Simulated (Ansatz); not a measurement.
**Notes on TaBi₂IO₄**

```
CELL_PARAMETERS angstrom
3.80513 0.00000 0.00000
0.00000 3.80513 0.00000
0.00000 0.00000 9.33246
ATOMIC_POSITIONS crystal
I 0.00000 0.00000 0.50000
Bi 0.50000 0.50000 0.74160
Bi 0.50000 0.50000 0.25840
Ta 0.00000 0.00000 0.00000
O 0.50000 0.00000 0.85800
O 0.00000 0.50000 0.85800
O 0.50000 0.00000 0.14200
O 0.00000 0.50000 0.14200
```

The numbers come from plane-wave PAW DFT (Ansatz): r2SCAN, no spin polarisation, 500 eV, 9×9×4 Γ-centred k points, fermi-dirac occupations (width 0.1 eV). Nothing was relaxed.

**Question.** What happens at the Fermi level?

**Answer.** It is a metal, with about 7.8 states/eV a cell as the mean within 0.25 eV of the Fermi level, mostly Ta d (81 %).

**Question.** Which element gives electrons and which takes them?

**Answer.** Bader charges in e: Ta +2.27, Bi +1.78, I -0.64, O -1.30. In the mean Ta gives up most and O takes most.

**Question.** Describe some of the short contacts.

**Answer.** Bi–O at 2.19 Å: least valence density 0.60 e/Å³ and ELF 0.26 there. Ta–O at 2.32 Å: least valence density 0.37 e/Å³ and ELF 0.12 there. I–Bi at 3.51 Å: least valence density 0.12 e/Å³ and ELF 0.15 there. Both are smooth PAW fields, read partly inside the augmentation spheres.

**Question.** Which atom feels the largest force, and which way?

**Answer.** The largest is on O5 (and as large on other atoms): 1.44 eV/Å, components (0.00, 0.00, 1.44). It makes 120° with the line to a nearest neighbour, Bi2 at 2.19 Å.

**Question.** What does the stress say?

**Answer.** The pressure is 1.7 GPa (compression positive), so with the atoms held at these fractions the cell would first expand; the forces are large, so a full relaxation may end otherwise. The principal stresses 1.3, 1.3, 2.5 GPa differ, so its shape would change too.

Origin: a known structure type with other elements, at an estimated volume, so it need not be a known compound. Caveats: many states at the Fermi level without spin polarisation, so a magnetic state may lie lower.

Cost: 2.6 min on 1 thread of AMD EPYC 7R43 64-Core Processor (Zen 3), with other jobs on the host, peak memory 0.93 GiB (start from a saved density). The time holds forces, stress, Bader, DOS, bands, ELF.
